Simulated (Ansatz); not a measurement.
**How far is PAW off for MnS?**

```
Mn S
1.0
     0.00000    2.61225    2.61225
     2.61225    0.00000    2.61225
     2.61225    2.61225    0.00000
Mn S
1 1
Direct
  0.00000 0.00000 0.00000
  0.50000 0.50000 0.50000
```

Atoms are numbered in the order listed.

The cell comes from COD entry 9005930, which wasn't checked; take it as a given geometry.

Other magnetic orders may lie lower; this is the state that the run reached.

Levels of theory: DFT, PBEsol, PAW with Ansatz's default frozen-core files, scalar-relativistic (Ansatz 0.2.0); DFT, PBEsol, all-electron LAPW, scalar-relativistic (Ansatz 0.2.0).

For PAW: a Γ-centred 14×14×14 k mesh, Fermi–Dirac smearing of 0.03 eV, cutoff 420 eV, spin-polarised from start moments Mn1 4 μB; the PAW files were made with PBE, and the program remakes their frozen cores for this functional. LAPW targets a basis error of 0.25 meV/atom. The Ansatz runs share mesh, smearing and spin set-up. Plane-wave (PAW) pressures include the program's estimate of the Pulay term.

Stress and pressure are positive in compression.

Levels count from the Fermi level.

| quantity | PAW | LAPW |
| --- | --- | --- |
| pressure (GPa) | -7.93 | -7.89 |
| moment of the cell (μB) | 4.682 | 4.683 |
| highest filled spin-up level at Γ (eV) | -1.904 | -1.904 |
| lowest empty spin-up level at Γ (eV) | 1.501 | 1.503 |
| highest filled spin-up level at U (eV) | -1.431 | -1.432 |
| lowest empty spin-up level at U (eV) | 2.357 | 2.359 |
| highest filled spin-up level at K (eV) | -1.431 | -1.432 |
| lowest empty spin-up level at K (eV) | 2.357 | 2.359 |

PAW's pressure differs from the LAPW value by -0.04 GPa.
